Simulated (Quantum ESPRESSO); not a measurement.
MgGa3O5F, one run as intended and one with a planted mistake

Simulated, not a measurement. The program is pw.x of Quantum ESPRESSO 7.5 (plane-wave density functional theory). The cell is made up: 10 atoms on a corundum lattice, with randomly drawn elements, strain and displacements, not relaxed. PseudoDojo standard norm-conserving files (v0.5 for PBE, v0.4.1 for LDA and PBEsol) set the functional; there is no spin polarisation, spin-orbit coupling or dispersion term, and the masses in the input are unused placeholders.

Intended input:

```
&control calculation='scf', pseudo_dir='./dojo.nc.sr.pbe.v0_5.standard.upf', outdir='./o', disk_io='medium', tprnfor=.true., tstress=.true. /
&system ibrav=0, nat=10, ntyp=4, nbnd=49, ecutwfc=84.00895049, nosym=.true., tot_charge=0,
 occupations='smearing', smearing='fd', degauss=0.0018374661
/
&electrons conv_thr=7.350e-09, electron_maxstep=60, /
ATOMIC_SPECIES
F 1.0 F.upf
Ga 1.0 Ga.upf
Mg 1.0 Mg.upf
O 1.0 O.upf
CELL_PARAMETERS angstrom
2.4947 1.4403 4.4799
-2.4947 1.4403 4.4799
0.0 -2.8806 4.4799
ATOMIC_POSITIONS angstrom
Mg -0.0184 -0.0334 4.7398
Ga -0.0078 -0.028 2.0055
Ga -0.0238 0.055 8.6736
Ga -0.0079 -0.0191 11.4632
O -0.9679 1.475 7.8679
O -0.7659 -1.5845 7.8455
O 1.7065 0.1342 7.8302
O 0.9229 -1.4734 5.6141
O 0.736 1.4805 5.597
F -1.7086 -0.1427 5.5969
K_POINTS automatic
5 5 5 1 1 1
```

The log is shortened where brackets say so; the opening notice, blank lines, dates and the lines on written files are dropped, and the path of the files is cut. It prints rydbergs, bohrs and kilobars, and counts compression as positive stress. Where no state is partly filled, the Fermi energy that it prints is only some level between the filled and the empty states on the mesh, and need not lie in the true gap.

Log of the intended run:

```
     Program PWSCF v.7.5
     Parallel version (MPI & OpenMP), running on       1 processor cores
     Number of MPI processes:                 1
     Threads/MPI process:                     1
     [start-up lines left out]
     bravais-lattice index     =            0
     lattice parameter (alat)  =      10.0649  a.u.
     unit-cell volume          =     651.7596 (a.u.)^3
     number of atoms/cell      =           10
     number of atomic types    =            4
     number of electrons       =        86.00
     number of Kohn-Sham states=           49
     kinetic-energy cutoff     =      84.0090  Ry
     charge density cutoff     =     336.0358  Ry
     scf convergence threshold =      7.3E-09
     mixing beta               =       0.7000
     number of iterations used =            8  plain     mixing
     Exchange-correlation= PBE
                           (   1   4   3   4   0   0   0)
     [axes and pseudopotential details left out]
   Cartesian axes
     site n.     atom                  positions (alat units)
         1        Mg     tau(   1) = (  -0.0034547  -0.0062710   0.8899170  )
         2        Ga     tau(   2) = (  -0.0014645  -0.0052571   0.3765409  )
         3        Ga     tau(   3) = (  -0.0044685   0.0103265   1.6285042  )
         4        Ga     tau(   4) = (  -0.0014833  -0.0035861   2.1522631  )
         5        O      tau(   5) = (  -0.1817272   0.2769373   1.4772307  )
         6        O      tau(   6) = (  -0.1438009  -0.2974964   1.4730250  )
         7        O      tau(   7) = (   0.3204024   0.0251966   1.4701524  )
         8        O      tau(   8) = (   0.1732783  -0.2766369   1.0540705  )
         9        O      tau(   9) = (   0.1381870   0.2779700   1.0508599  )
        10        F      tau(  10) = (  -0.3207967  -0.0267925   1.0508411  )
     number of k points=    63  Fermi-Dirac smearing, width (Ry)=  0.0018
                       cart. coord. in units 2pi/alat
        k(    1) = (   0.0000000   0.0000000   0.1188891), wk =   0.0320000
        k(    2) = (   0.0000000  -0.2465280   0.1981486), wk =   0.0320000
     [further k points left out]
     Dense  grid:    67879 G-vectors     FFT dimensions: (  60,  60,  60)
     Estimated max dynamical RAM per process >     105.49 MB
     Initial potential from superposition of free atoms
     starting charge      85.9911, renormalised to      86.0000
     Starting wfcs are   56 randomized atomic wfcs
     total cpu time spent up to now is       26.4 secs
     per-process dynamical memory:    62.6 Mb
     Self-consistent Calculation
     iteration #  1     ecut=    84.01 Ry     beta= 0.70
     Davidson diagonalization with overlap
     ethr =  1.00E-02,  avg # of iterations =  2.9
     total cpu time spent up to now is       90.7 secs
     total energy              =    -791.75282639 Ry
     estimated scf accuracy    <       2.24888693 Ry
     iteration #  2     ecut=    84.01 Ry     beta= 0.70
     Davidson diagonalization with overlap
     ethr =  2.61E-03,  avg # of iterations =  2.4
     total cpu time spent up to now is      150.9 secs
     total energy              =    -792.33700501 Ry
     estimated scf accuracy    <       2.31412480 Ry
     [iterations 3 to 11 left out]
     iteration # 12     ecut=    84.01 Ry     beta= 0.70
     Davidson diagonalization with overlap
     ethr =  3.68E-11,  avg # of iterations =  2.0
     total cpu time spent up to now is      671.7 secs
     total energy              =    -792.78743051 Ry
     estimated scf accuracy    <       0.00000001 Ry
     iteration # 13     ecut=    84.01 Ry     beta= 0.70
     Davidson diagonalization with overlap
     ethr =  1.51E-11,  avg # of iterations =  2.0
     total cpu time spent up to now is      726.8 secs
     End of self-consistent calculation
     [lines on levels left out]
     the Fermi energy is    11.2619 ev
!    total energy              =    -792.78743051 Ry
     estimated scf accuracy    <          8.3E-10 Ry
     smearing contrib. (-TS)   =       0.00000000 Ry
     internal energy E=F+TS    =    -792.78743051 Ry
     The total energy is F=E-TS. E is the sum of the following terms:
     one-electron contribution =    -261.63127679 Ry
     hartree contribution      =     201.37101359 Ry
     xc contribution           =    -195.51251828 Ry
     ewald contribution        =    -537.01464903 Ry
     convergence has been achieved in  13 iterations
     Forces acting on atoms (cartesian axes, Ry/au):
     atom    1 type  3   force =     0.03477369    0.00834032   -0.02263578
     atom    2 type  2   force =    -0.05300114    0.08408991    0.02220566
     atom    3 type  2   force =    -0.03338366   -0.10718869   -0.05427902
     atom    4 type  2   force =    -0.02692772   -0.05710228    0.05346214
     atom    5 type  4   force =     0.00975195   -0.02349277   -0.01146359
     atom    6 type  4   force =    -0.03295996    0.03761476   -0.02088518
     atom    7 type  4   force =     0.01833019   -0.02337681   -0.02148320
     atom    8 type  4   force =     0.05773154   -0.02020989    0.01264540
     atom    9 type  4   force =     0.03249410    0.08704018    0.03229806
     atom   10 type  1   force =    -0.00680899    0.01428526    0.01013552
     Total force =     0.231404     Total SCF correction =     0.000044
     Computing stress (Cartesian axis) and pressure
          total   stress  (Ry/bohr**3)                   (kbar)     P=      116.89
   0.00055342   0.00010501  -0.00014481           81.41       15.45      -21.30
   0.00010501   0.00092508   0.00009720           15.45      136.08       14.30
  -0.00014481   0.00009720   0.00090524          -21.30       14.30      133.17
     init_run     :     24.90s CPU     26.30s WALL (       1 calls)
     electrons    :    676.43s CPU    700.42s WALL (       1 calls)
     forces       :      8.20s CPU      8.28s WALL (       1 calls)
     stress       :     29.80s CPU     29.93s WALL (       1 calls)
     [timing details left out]
     PWSCF        :  12m19.67s CPU  12m45.80s WALL
     JOB DONE.
```

A second run has one planted mistake: the cell and the positions are scaled by a wrong factor. The input lines that differ, file-writing options aside:

```
- 2.4947 1.4403 4.4799
+ 2.5226 1.4564 4.5301
- -2.4947 1.4403 4.4799
+ -2.5226 1.4564 4.5301
- 0.0 -2.8806 4.4799
+ 0.0 -2.9129 4.5301
- Mg -0.0184 -0.0334 4.7398
+ Mg -0.0186 -0.0338 4.7929
- Ga -0.0078 -0.028 2.0055
+ Ga -0.0079 -0.0283 2.028
- Ga -0.0238 0.055 8.6736
+ Ga -0.0241 0.0556 8.7707
- Ga -0.0079 -0.0191 11.4632
+ Ga -0.008 -0.0193 11.5916
- O -0.9679 1.475 7.8679
+ O -0.9787 1.4915 7.956
- O -0.7659 -1.5845 7.8455
+ O -0.7745 -1.6022 7.9334
- O 1.7065 0.1342 7.8302
+ O 1.7256 0.1357 7.9179
- O 0.9229 -1.4734 5.6141
+ O 0.9332 -1.4899 5.677
- O 0.736 1.4805 5.597
+ O 0.7442 1.4971 5.6597
- F -1.7086 -0.1427 5.5969
+ F -1.7277 -0.1443 5.6596
```

Its log:

```
     Program PWSCF v.7.5
     Parallel version (MPI & OpenMP), running on       1 processor cores
     Number of MPI processes:                 1
     Threads/MPI process:                     1
     [start-up lines left out]
     bravais-lattice index     =            0
     lattice parameter (alat)  =      10.1776  a.u.
     unit-cell volume          =     673.8987 (a.u.)^3
     number of atoms/cell      =           10
     number of atomic types    =            4
     number of electrons       =        86.00
     number of Kohn-Sham states=           49
     kinetic-energy cutoff     =      84.0090  Ry
     charge density cutoff     =     336.0358  Ry
     scf convergence threshold =      7.3E-09
     mixing beta               =       0.7000
     number of iterations used =            8  plain     mixing
     Exchange-correlation= PBE
                           (   1   4   3   4   0   0   0)
     [axes and pseudopotential details left out]
   Cartesian axes
     site n.     atom                  positions (alat units)
         1        Mg     tau(   1) = (  -0.0034536  -0.0062758   0.8899207  )
         2        Ga     tau(   2) = (  -0.0014668  -0.0052546   0.3765485  )
         3        Ga     tau(   3) = (  -0.0044748   0.0103235   1.6284979  )
         4        Ga     tau(   4) = (  -0.0014854  -0.0035835   2.1522679  )
         5        O      tau(   5) = (  -0.1817199   0.2769340   1.4772287  )
         6        O      tau(   6) = (  -0.1438051  -0.2974882   1.4730324  )
         7        O      tau(   7) = (   0.3204004   0.0251961   1.4701545  )
         8        O      tau(   8) = (   0.1732717  -0.2766369   1.0540758  )
         9        O      tau(   9) = (   0.1381792   0.2779737   1.0508636  )
        10        F      tau(  10) = (  -0.3207903  -0.0267929   1.0508451  )
     number of k points=    63  Fermi-Dirac smearing, width (Ry)=  0.0018
                       cart. coord. in units 2pi/alat
        k(    1) = (   0.0000000   0.0000000   0.1188883), wk =   0.0320000
        k(    2) = (   0.0000000  -0.2465274   0.1981454), wk =   0.0320000
     [further k points left out]
     Dense  grid:    70045 G-vectors     FFT dimensions: (  60,  60,  60)
     Estimated max dynamical RAM per process >     108.28 MB
     Initial potential from superposition of free atoms
     starting charge      85.9911, renormalised to      86.0000
     Starting wfcs are   56 randomized atomic wfcs
     total cpu time spent up to now is       19.6 secs
     per-process dynamical memory:    64.1 Mb
     Self-consistent Calculation
     iteration #  1     ecut=    84.01 Ry     beta= 0.70
     Davidson diagonalization with overlap
     ethr =  1.00E-02,  avg # of iterations =  2.8
     total cpu time spent up to now is       79.1 secs
     total energy              =    -791.74411184 Ry
     estimated scf accuracy    <       2.26192544 Ry
     iteration #  2     ecut=    84.01 Ry     beta= 0.70
     Davidson diagonalization with overlap
     ethr =  2.63E-03,  avg # of iterations =  2.5
     total cpu time spent up to now is      134.2 secs
     total energy              =    -792.31117237 Ry
     estimated scf accuracy    <       2.52076614 Ry
     [iterations 3 to 11 left out]
     iteration # 12     ecut=    84.01 Ry     beta= 0.70
     Davidson diagonalization with overlap
     ethr =  3.83E-11,  avg # of iterations =  2.0
     total cpu time spent up to now is      588.5 secs
     total energy              =    -792.79976841 Ry
     estimated scf accuracy    <       0.00000002 Ry
     iteration # 13     ecut=    84.01 Ry     beta= 0.70
     Davidson diagonalization with overlap
     ethr =  2.06E-11,  avg # of iterations =  2.0
     total cpu time spent up to now is      637.7 secs
     End of self-consistent calculation
     [lines on levels left out]
     the Fermi energy is    10.4947 ev
!    total energy              =    -792.79976842 Ry
     estimated scf accuracy    <          1.0E-09 Ry
     smearing contrib. (-TS)   =       0.00000000 Ry
     internal energy E=F+TS    =    -792.79976842 Ry
     The total energy is F=E-TS. E is the sum of the following terms:
     one-electron contribution =    -270.69256621 Ry
     hartree contribution      =     204.25741896 Ry
     xc contribution           =    -195.29638021 Ry
     ewald contribution        =    -531.06824096 Ry
     convergence has been achieved in  13 iterations
     Forces acting on atoms (cartesian axes, Ry/au):
     atom    1 type  3   force =     0.03436827    0.00863941   -0.02149591
     atom    2 type  2   force =    -0.05224688    0.08335149    0.02328004
     atom    3 type  2   force =    -0.03266088   -0.10141772   -0.05429467
     atom    4 type  2   force =    -0.02667076   -0.05760914    0.05229455
     atom    5 type  4   force =     0.01106543   -0.02338064   -0.01186476
     atom    6 type  4   force =    -0.03241240    0.03505038   -0.02225798
     atom    7 type  4   force =     0.01792673   -0.02108238   -0.02176818
     atom    8 type  4   force =     0.05690256   -0.02141046    0.01412975
     atom    9 type  4   force =     0.03190641    0.08489210    0.03238792
     atom   10 type  1   force =    -0.00817849    0.01296697    0.00958924
     Total force =     0.226545     Total SCF correction =     0.000053
     Computing stress (Cartesian axis) and pressure
          total   stress  (Ry/bohr**3)                   (kbar)     P=       47.95
   0.00008275   0.00009584  -0.00014137           12.17       14.10      -20.80
   0.00009584   0.00043584   0.00010375           14.10       64.11       15.26
  -0.00014137   0.00010375   0.00045937          -20.80       15.26       67.58
     init_run     :     18.07s CPU     19.56s WALL (       1 calls)
     electrons    :    579.07s CPU    618.07s WALL (       1 calls)
     forces       :      7.60s CPU      7.72s WALL (       1 calls)
     stress       :     27.27s CPU     27.39s WALL (       1 calls)
     [timing details left out]
     PWSCF        :  10m32.29s CPU  11m13.33s WALL
     JOB DONE.
```

|  | intended run | run with the mistake |
| --- | --- | --- |
| free energy (eV) | -10786.422 | -10786.590 |
| smearing term -TS (eV) | 0.0000 | 0.0000 |
| pressure (GPa) | 11.69 | 4.80 |
| largest force component (eV/Å) | 2.756 | 2.608 |
| largest change of a force component (eV/Å) |  | 0.148 |
| iterations | 13 | 13 |

For scale, a rerun of the intended cell at 1437 eV and a 7 x 7 x 7 mesh moved values by no more than 0.004 eV in energy, 0.03 GPa in stress and 0.003 eV/Å in force.